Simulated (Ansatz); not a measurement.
AlRu (rock salt, Fm-3m) under volume change, plane-wave PAW PBEsol (Ansatz code), scaled uniformly.

```
V (Å³/atom)  E − E(relaxed) (meV/atom)  P (GPa)
-----------  -------------------------  -------
13.629                               ?        ?
14.078                            29.3    11.02
14.527                               ?        ?
14.976                             0.0     0.00
15.426                             6.2    -4.34
15.875                            23.7    -8.04
16.324                            50.8   -11.20
```

Problem. Some entries are withheld; supply them.

Solution. 
- 13.629, E − E(relaxed) (meV/atom): 69.7
- 13.629, P (GPa): 17.99
- 14.527, E − E(relaxed) (meV/atom): 6.9
- 14.527, P (GPa): 5.08

Problem. What does a third-order Birch–Murnaghan fit give for V₀, B₀ and B′?

Solution. V₀ = 14.98 Å³/atom, B₀ = 156 GPa, B′ = 4.3.

The start of the workflow was typed in or built on a structure type; neither database checked (COD, Materials Project) lists it. COD files the formula under space group No. 221, so this cell is another polymorph or a model. Its standing as an ambient phase is unchecked. Symmetry was held in the PBEsol relaxation. At this level the phase is mechanically unstable. No spin polarisation was allowed. Its formation energy is positive at this level, so the cell may be metastable or incomplete.

Potentials: the earlier of the program's two PAW sets.
